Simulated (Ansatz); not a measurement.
Relaxed bulk Ni:

```cif
data_structure
_symmetry_space_group_name_H-M 'Fm-3m'
_symmetry_Int_Tables_number 225
_cell_length_a 3.4241
_cell_length_b 3.4241
_cell_length_c 3.4241
_cell_angle_alpha 90.000
_cell_angle_beta 90.000
_cell_angle_gamma 90.000
_cell_volume 40.14
loop_
_atom_site_label
_atom_site_type_symbol
_atom_site_symmetry_multiplicity
_atom_site_Wyckoff_symbol
_atom_site_fract_x
_atom_site_fract_y
_atom_site_fract_z
_atom_site_occupancy
Ni1 Ni 4 a 0.00000 0.00000 0.00000 1
```

Miller indices refer to the conventional cell of Fm-3m (No. 225), a = 3.424 Å, b = 3.424 Å, c = 3.424 Å, α = 90.00°, β = 90.00°, γ = 90.00°.

The calculation used DFT LDA, scalar-relativistic, plane waves, PAW (Ansatz 0.2.0). Cutoff 420 eV, Gaussian smearing of 0.10 eV, collinear spin. A dipole correction acts along the normal.

A relaxed slab with low-index faces, about a nanometre thick, has these properties:

* Surface energy (mean of both faces): 2.54 J/m²
* Work function: 5.51 eV
* Sequence of site moments over 0.05 μB in size, bottom to top: Ni 0.66, Ni 0.69, Ni 0.65, Ni 0.65, Ni 0.69, Ni 0.66 μB

Q: Which low-index plane was cut?

A: The (111) plane.